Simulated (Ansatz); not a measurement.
Ca$_{2}$As:
```
Ca2As
1.0
   -2.27768     2.27768     7.89193
    2.27768    -2.27768     7.89193
    2.27768     2.27768    -7.89193
Ca As
4 2
Direct
  0.50000   0.00000   0.50000
  0.00000   0.50000   0.50000
  0.32095   0.32095   0.00000
  0.67905   0.67905   0.00000
  0.13431   0.13431   0.00000
  0.86569   0.86569   0.00000
```

Relaxed with r²SCAN. Special points in fractions of this cell's reciprocal vectors: Γ (0.000, 0.000, 0.000); X (0.000, 0.000, 0.500); P (0.250, 0.250, 0.250); N (0.000, 0.500, 0.000); M (0.500, 0.500, -0.500); S (0.271, 0.729, -0.271); S0 (-0.271, 0.271, 0.271); R (-0.042, 0.042, 0.500); G (0.500, 0.500, -0.042).

Q: List the band energies nearest the Fermi level at these points for DFT-r²SCAN in the program Ansatz with PAW potentials.

A: In eV from the Fermi level; about four levels below and three above (degenerate sets whole), none deeper than 8.9 eV; points with the same levels are listed once.

| k | below | above |
|---|---|---|
| Γ | -1.83 -1.73 -1.57 -1.57 | 0.73 1.37 1.39 |
| X | -2.63 -2.37 -0.05 -0.01 | 0.40 1.25 1.64 |
| P | -2.71 -2.37 -0.04 -0.02 | 0.72 0.72 2.06 2.06 |
| N | -2.15 -2.07 -1.89 -0.48 | 1.17 1.45 1.99 |
| M | -2.02 -2.02 -1.65 -1.65 -1.46 | 0.39 1.42 1.52 |
| S | -2.08 -2.07 -1.89 -0.51 | 1.26 1.34 1.98 |
| R | -2.68 -2.62 -2.34 -0.04 | 0.03 0.42 1.27 |

Space group I4/mmm. The workflow started from an entry of the Crystallography Open Database (COD). Its standing as an ambient phase is unchecked. The cell was relaxed with r²SCAN under the symmetry of its start; whether a distortion lowers the energy is not shown. Spin–orbit coupling is left out wherever it is not named.

Potentials: the later of the program's two PAW sets.
